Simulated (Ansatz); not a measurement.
HfC:
```xyz
2
Lattice="0.0000 2.3203 2.3203 2.3203 0.0000 2.3203 2.3203 2.3203 0.0000" Properties=species:S:1:pos:R:3 pbc="T T T"
C      0.0000     0.0000     0.0000
Hf     2.3203     2.3203     2.3203
```

Relaxed with r²SCAN. Special points in fractions of this cell's reciprocal vectors: Γ (0.000, 0.000, 0.000); X (0.500, 0.000, 0.500); U (0.625, 0.250, 0.625); K (0.375, 0.375, 0.750); L (0.500, 0.500, 0.500); W (0.500, 0.250, 0.750).

### Question
List the band energies nearest the Fermi level at these points for plane-wave PAW r²SCAN (Ansatz code).

### Answer
In eV from the Fermi level; about four levels below and three above (degenerate sets whole), none deeper than 8.9 eV; points with the same levels are listed once.

```
k                    below           above
-  -----------------------  --------------
Γ                        –  1.06 1.06 1.06
X  -2.81 -1.67 -0.14 -0.14  5.48 7.08 7.08
U        -3.64 -2.92 -1.79  1.80 6.13 6.56
L        -6.37 -3.20 -3.20  5.65 5.65 6.20
W        -3.14 -2.86 -2.86  3.96 3.96 7.10
```

Space group Fm-3m (rock salt). The cell was relaxed with r²SCAN under the symmetry of its start. No spin polarisation was allowed. Spin–orbit coupling is left out wherever it is not named.

Potentials: the later of the program's two PAW sets.
